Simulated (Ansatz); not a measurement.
LaMoN3:
```xyz
10
Lattice="2.8252 1.6311 4.5917 -2.8252 1.6311 4.5917 0.0000 -3.2622 4.5917" Properties=species:S:1:pos:R:3 pbc="T T T"
La     0.0000     0.0000    10.2227
La     0.0000     0.0000     3.3352
Mo     0.0000     0.0000     6.7449
Mo     0.0000     0.0000    13.6324
N      0.3039     1.6267     8.2033
N     -1.5607    -0.5502     8.2033
N      1.2568    -1.0765     8.2033
N      1.5684     0.5546     5.9074
N     -0.3039    -1.6355     5.9074
N     -1.2645     1.0809     5.9074
```

PBEsol in the plane-wave PAW code Ansatz gives a gap of 1.05 eV without spin–orbit coupling, maximum at F, minimum off the standard path, at k = (0.031, 0.031, 0.398).

**Question.** What happens when spin–orbit coupling is switched on?

**Answer.** The gap shrinks by 0.05 eV, to 1.00 eV; maximum at F, minimum off the standard path, at k = (0.031, 0.031, 0.396).

Space group R3c. The first step of the workflow began from a Materials Project structure, measured or hypothetical; the Crystallography Open Database copy checked does not list it. Its standing as an ambient phase is unchecked. Symmetry was held in the PBEsol relaxation; phonons on a q-mesh show no instability. No spin polarisation was allowed.

Potentials: the later of the program's two PAW sets.
